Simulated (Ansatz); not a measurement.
A trial cell of AlGa2As3, before relaxation:

```
Al Ga As
1.0
     6.17710    0.00000    0.00000
    -3.08855    5.34953    0.00000
     0.00000    0.00000    3.43098
Al Ga As
1 2 3
Direct
  0.00000 0.00000 0.00000
  0.33333 0.66667 0.00000
  0.66667 0.33333 0.00000
  0.50000 0.00000 0.50000
  0.50000 0.50000 0.50000
  0.00000 0.50000 0.50000
```

These are results of DFT PBE, scalar-relativistic, plane waves, PAW (Ansatz), not measurements. Cutoff 420 eV, Gaussian smearing, Γ-centred meshes. Cell and atoms relax first on a coarse mesh and then on a finer one. In between, the cell is made exact in the group found at 0.06 Å. In metals the finer mesh still leaves noise of several meV/atom or more. The steps can't lower the symmetry of their start. No spin polarisation.

A guess keeps its type if space group and coordination stay and the shape of the cell changes little (axis ratios within about 15 %, angles within 6°); the volume may change.

**Question.** Does it keep its structure type, or change into something else?

**Answer.** It keeps its type. The symmetry stays P6/mmm (No. 191). The volume per atom grows by 21.2 %, from 18.9 to 22.9 Å³. The shortest distance goes from 2.47 Å (Ga–As) to 2.67 Å (Ga–As). The ratio c/a of the conventional cell changes by a factor of 1.08. Counting neighbours within 15 % of an atom's shortest distance, the start has Al 20, As 4, Ga 6 and the end Al 20, As 4, Ga 6.

The zero of energy is the elements' standard structures at the same level; no fitted shifts are applied.

**Question.** At what energy does it end?

**Answer.** +0.39 eV/atom. It can't be a ground state, since the elements alone are lower.

The last run used a 6×6×10 mesh (in the run's order of axes) for its 6-atom cell and Gaussian smearing of 0.10 eV. The reference form of As is held partly by dispersion forces, which this level lacks. Symmetry constrained the relaxation, so the result can be a saddle point. Another cell of AlGa2As3 relaxed alike, in P4/mmm, lies 260 meV/atom lower, so this cell isn't the stable form at this level.
